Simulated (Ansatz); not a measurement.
A geometry of SnO away from equilibrium: step 5 of the relaxation of a generated cell, SnO built in the AFLOW prototype AB_cI16_199_a_a (B_a). Method: r2SCAN (plane waves to 500 eV, PAW, scalar-relativistic; Ansatz, an electronic-structure program). Γ-centred k-mesh 5×5×5 on the run's cell (coarser than for final values), Fermi–Dirac smearing 0.05 eV.

```xyz
8
Lattice="-3.1884 3.1884 3.1884 3.1884 -3.1884 3.1884 3.1884 3.1884 -3.1884" Properties=species:S:1:pos:R:3:forces:R:3 pbc="T T T" free_energy=-26423.081 pressure_GPa=4.9
O      2.8704     2.8704     2.8704    0.3092    0.3092    0.3092
O      0.3180     3.5064    -0.3180   -0.3092   -0.3092    0.3092
O      3.5064    -0.3180     0.3180   -0.3092    0.3092   -0.3092
O     -0.3180     0.3180     3.5064    0.3092   -0.3092   -0.3092
Sn     1.6837     1.6837     1.6837   -0.4714   -0.4714   -0.4714
Sn    -1.6837     1.5046     1.6837    0.4714    0.4714   -0.4714
Sn     1.5046     1.6837    -1.6837    0.4714   -0.4714    0.4714
Sn     1.6837    -1.6837     1.5046   -0.4714    0.4714    0.4714
```

Positions in Å, forces in eV/Å, free energy of the cell in eV (comparable only within this code, potentials and settings). Largest force: 0.82 eV/Å, on Sn5, Sn6, Sn7, Sn8 (atoms numbered as listed); the geometry lies 0.01 eV/atom above the end of its relaxation.

No spin polarisation in the result.

The run could not lose the symmetry of its start, so the end can be a saddle point.

The end of the path is a generated cell of SnO: the first start was made by placing the elements on the sites of a structure type, and the end was not matched to a known phase here, so it may be hypothetical. Known forms of SnO include space group No. 129.
